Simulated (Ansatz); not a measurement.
Input:

Hf₂Cu:
```yaml
crystal:
  lattice:
    - [-1.57938, 1.57938, 5.57104]
    - [1.57938, -1.57938, 5.57104]
    - [1.57938, 1.57938, -5.57104]
  atoms:
    - { symbol: Hf, position: [0.34396, 0.34396, 0.00000] }
    - { symbol: Hf, position: [0.65604, 0.65604, 0.00000] }
    - { symbol: Cu, position: [0.00000, 0.00000, 0.00000] }
```

This is the r²SCAN-relaxed structure.

Problem. All from plane-wave PAW r²SCAN (Ansatz code), unless another level is named. Predict the density of states at the Fermi level.

Solution. 0.47 states/eV per atom (mean over ±0.08 eV).

Problem. Next, the formation energy from the elements (no fitted shifts)?

Solution. -15 kJ/mol of atoms.

Space group I4/mmm (MoSi2 or CaC2 type). The workflow started from an entry of the Crystallography Open Database (COD). Its standing as an ambient phase is unchecked. Symmetry was held in the r²SCAN relaxation; its stability against distortions is not shown here. The run is not spin-polarised. The references are the lowest solids computed at this level, not always the standard phases. Spin–orbit coupling is left out wherever it is not named.

Potentials: the later of the program's two PAW sets.
